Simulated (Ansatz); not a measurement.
## AlSe$_{3}$: relaxation (Ansatz)

input.yaml:

```yaml
crystal:
  lattice:
    - [3.150171, 5.456246, 0.0]
    - [-3.150171, 5.456246, 0.0]
    - [0.0, -3.637497, 5.571468]
  atoms:
    - { symbol: Al, position: [0.0, 0.0, 0.0] }
    - { symbol: Al, position: [0.5, 0.5, 0.5] }
    - { symbol: Se, position: [0.878, 0.622, 0.75] }
    - { symbol: Se, position: [0.25, 0.878, 0.75] }
    - { symbol: Se, position: [0.622, 0.25, 0.75] }
    - { symbol: Se, position: [0.122, 0.378, 0.25] }
    - { symbol: Se, position: [0.75, 0.122, 0.25] }
    - { symbol: Se, position: [0.378, 0.75, 0.25] }
  symmetry: { tolerance: 0.0003 }
kpoints:
  mp_grid: { grid: [5, 5, 5], shift: [0, 0, 0] }
magnetization:
  spin_polarized: false
scf:
  occupations: { method: fermi_dirac }
  lower_state_search: "off"
hamiltonian:
  pseudopotentials: { kind: paw }
  xc: pbe
basis:
  ecutwfc: 420
  fft_grid_basis: typed
relax:
  max_steps: 80
  cell: { p_target: 0.0 }
output:
  forces: true
  stress: true
  eigenvalues: true
  bader: true
  populations: true
  elf: true
  write_potential: true
  volumetric_format: npy
  dos:
    e_range: [-12, 8]
    de: 0.05
    projected: { site_lists: { Al: [Al], Se: [Se] } }
  write_density: true
checkpoint:
  read: saved_state
```

The command:

```bash
ansatz run input.yaml --threads 2 --pin off --max-ram 2560MiB --backend cpu --events-out ev --progress --plain --runs-dir out
```

Origin of the cell: a known structure type with other elements, at an estimated volume, so it need not be a known compound.

The smearing width isn't typed, so it takes its default of 0.1 eV.

The saved state is a converged single point of the same cell.

Steps («new basis» is an SCF on plane waves selected anew at the same cell):

```csv
step,ΔF (meV/atom),max force component (eV/Å),P (GPa),volume (Å³),SCF iterations,step was
1,0.0,0.729,3.75,191.53,5,accepted
2,-103.5,0.645,-0.27,190.15,6,accepted
3,-176.0,0.191,-2.94,186.49,7,accepted
4,-189.6,0.373,-3.35,181.21,7,accepted
5,-215.0,0.254,-2.54,178.62,6,accepted
6,-243.1,0.058,-0.40,172.92,6,accepted
7,-246.0,0.052,1.25,169.17,6,accepted
8,-248.6,0.009,0.06,171.95,6,accepted
9,-248.6,0.001,0.01,172.19,5,accepted
10,-248.5,0.001,0.01,172.19,7,new basis
```

Step 1, with forces in eV/Å:

```xyz
8
Lattice="3.150 5.456 0.000 -3.150 5.456 0.000 0.000 -3.638 5.571" Properties=species:S:1:pos:R:3:forces:R:3 pbc="T T T" step=1
Al    0.000    0.000    0.000    0.000    0.000    0.000
Al    0.000    3.638    2.786    0.000    0.000    0.000
Se    0.806    5.456    4.179    0.729    0.000    0.000
Se   -1.978    3.427    4.179   -0.364    0.631    0.000
Se    1.172    2.030    4.179   -0.364   -0.631    0.000
Se   -0.806    1.819    1.393   -0.729    0.000    0.000
Se    1.978    3.848    1.393    0.364   -0.631    0.000
Se   -1.172    5.245    1.393    0.364    0.631    0.000
```

Step 2, with forces in eV/Å:

```xyz
8
Lattice="3.138 5.435 0.000 -3.138 5.435 0.000 0.000 -3.624 5.574" Properties=species:S:1:pos:R:3:forces:R:3 pbc="T T T" step=2
Al    0.000    0.000    0.000    0.000    0.000    0.000
Al    0.000    3.624    2.787    0.000    0.000    0.000
Se    0.998    5.435    4.180    0.645    0.000    0.000
Se   -2.068    3.582    4.180   -0.323    0.559    0.000
Se    1.070    1.854    4.180   -0.323   -0.559    0.000
Se   -0.998    1.812    1.393   -0.645    0.000    0.000
Se    2.068    3.666    1.393    0.323   -0.559    0.000
Se   -1.070    5.393    1.393    0.323    0.559    0.000
```

Step 3, with forces in eV/Å:

```xyz
8
Lattice="3.125 5.412 0.000 -3.125 5.412 0.000 0.000 -3.608 5.513" Properties=species:S:1:pos:R:3:forces:R:3 pbc="T T T" step=3
Al    0.000    0.000    0.000    0.000    0.000    0.000
Al    0.000    3.608    2.757    0.000    0.000    0.000
Se    1.187    5.412    4.135    0.191    0.000    0.000
Se   -2.156    3.734    4.135   -0.096    0.166    0.000
Se    0.969    1.678    4.135   -0.096   -0.166    0.000
Se   -1.187    1.804    1.378   -0.191    0.000    0.000
Se    2.156    3.482    1.378    0.096   -0.166    0.000
Se   -0.969    5.538    1.378    0.096    0.166    0.000
```

Step 4, with forces in eV/Å:

```xyz
8
Lattice="3.124 5.411 0.000 -3.124 5.411 0.000 0.000 -3.607 5.360" Properties=species:S:1:pos:R:3:forces:R:3 pbc="T T T" step=4
Al    0.000    0.000    0.000    0.000    0.000    0.000
Al    0.000    3.607    2.680    0.000    0.000    0.000
Se    1.335    5.411    4.020   -0.373    0.000    0.000
Se   -2.229    3.861    4.020    0.186   -0.323    0.000
Se    0.895    1.549    4.020    0.186    0.323    0.000
Se   -1.335    1.804    1.340    0.373    0.000    0.000
Se    2.229    3.353    1.340   -0.186    0.323    0.000
Se   -0.895    5.665    1.340   -0.186   -0.323    0.000
```

Step 5, with forces in eV/Å:

```xyz
8
Lattice="3.152 5.460 0.000 -3.152 5.460 0.000 0.000 -3.640 5.189" Properties=species:S:1:pos:R:3:forces:R:3 pbc="T T T" step=5
Al    0.000    0.000    0.000    0.000    0.000    0.000
Al    0.000    3.640    2.595    0.000    0.000    0.000
Se    1.310    5.460    3.892   -0.254    0.000    0.000
Se   -2.231    3.865    3.892    0.127   -0.220    0.000
Se    0.921    1.595    3.892    0.127    0.220    0.000
Se   -1.310    1.820    1.297    0.254    0.000    0.000
Se    2.231    3.415    1.297   -0.127    0.220    0.000
Se   -0.921    5.684    1.297   -0.127   -0.220    0.000
```

Step 6, with forces in eV/Å:

```xyz
8
Lattice="3.186 5.518 0.000 -3.186 5.518 0.000 0.000 -3.679 4.918" Properties=species:S:1:pos:R:3:forces:R:3 pbc="T T T" step=6
Al    0.000    0.000    0.000    0.000    0.000    0.000
Al    0.000    3.679    2.459    0.000    0.000    0.000
Se    1.281    5.518    3.688   -0.058    0.000    0.000
Se   -2.234    3.869    3.688    0.029   -0.050    0.000
Se    0.952    1.650    3.688    0.029    0.050    0.000
Se   -1.281    1.839    1.229    0.058    0.000    0.000
Se    2.234    3.489    1.229   -0.029    0.050    0.000
Se   -0.952    5.708    1.229   -0.029   -0.050    0.000
```

Step 7, with forces in eV/Å:

```xyz
8
Lattice="3.242 5.616 0.000 -3.242 5.616 0.000 0.000 -3.744 4.646" Properties=species:S:1:pos:R:3:forces:R:3 pbc="T T T" step=7
Al    0.000    0.000    0.000    0.000    0.000    0.000
Al    0.000    3.744    2.323    0.000    0.000    0.000
Se    1.277    5.616    3.484    0.052    0.000    0.000
Se   -2.260    3.914    3.484   -0.026    0.045    0.000
Se    0.983    1.702    3.484   -0.026   -0.045    0.000
Se   -1.277    1.872    1.161   -0.052    0.000    0.000
Se    2.260    3.574    1.161    0.026   -0.045    0.000
Se   -0.983    5.786    1.161    0.026    0.045    0.000
```

Step 10, with forces in eV/Å:

```xyz
8
Lattice="3.236 5.604 0.000 -3.236 5.604 0.000 0.000 -3.736 4.748" Properties=species:S:1:pos:R:3:forces:R:3 pbc="T T T" step=10
Al    0.000    0.000    0.000    0.000    0.000    0.000
Al    0.000    3.736    2.374    0.000    0.000    0.000
Se    1.279    5.604    3.561    0.001    0.000    0.000
Se   -2.258    3.910    3.561   -0.001    0.001    0.000
Se    0.978    1.694    3.561   -0.001   -0.001    0.000
Se   -1.279    1.868    1.187   -0.001    0.000    0.000
Se    2.258    3.562    1.187    0.001   -0.001    0.000
Se   -0.978    5.778    1.187    0.001    0.001    0.000
```

* Free energy lowered by: 248.5 meV/atom
* Volume change: -10.10 %
* Final pressure: 0.01 GPa
* Relaxation steps listed: 10
* Formation energy (elements under the same functional, gases as molecules, uncorrected): -0.148 eV/atom

Caveats: the relaxation held the start's symmetry, so the end may be a saddle point.

The run took 280 s of wall time on 2 CPU thread(s) of a shared host, from a saved density.
